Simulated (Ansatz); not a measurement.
# 14N nuclear quadrupole resonance in Si₃N₄

Cell: a Materials Project structure (computed, not necessarily an observed phase), taken as it stands.

Space group I-43d (No. 220); a = 6.4883 Å.

```csv
site,Wyckoff,site symmetry,x,y,z
Si,12a,-4..,0.2500,0.3750,0.0000
N,16c,.3.,0.7814,0.2814,0.2186
```

One atom of each set is listed; the run and its k-mesh use a cell of 14 atoms with edges of 5.62, 5.62, 5.62 Å.

All values are calculated (Ansatz; DFT, PBE, plane waves and PAW (field gradients read without the response of the frozen cores, which leaves them typically 4 to 6 % off), scalar-relativistic, 420 eV cutoff, Γ-centred 6×6×6 k-points, Fermi–Dirac smearing 0.02 eV), not measured.

14N: I = 1, Q = 20.44 mb (year-2017 value). Static lattice, zero field.

Q: The simulated lines lie at 2.24 MHz. What are |C_Q|, η and |V_zz| at N?

A: For I = 1 the lines are ν± = (3/4)|C_Q|(1 ± η/3) and ν₀ = |C_Q|η/2. Here |C_Q| = 2.98 MHz, η = 0.00 and |V_zz| = 6.04 × 10²¹ V/m². The calculation gives V_zz negative; the lines don't show the sign. The site has 3 Si at 1.76 Å.

An axis of threefold or higher order runs through N, so V_zz lies along it and η is zero.
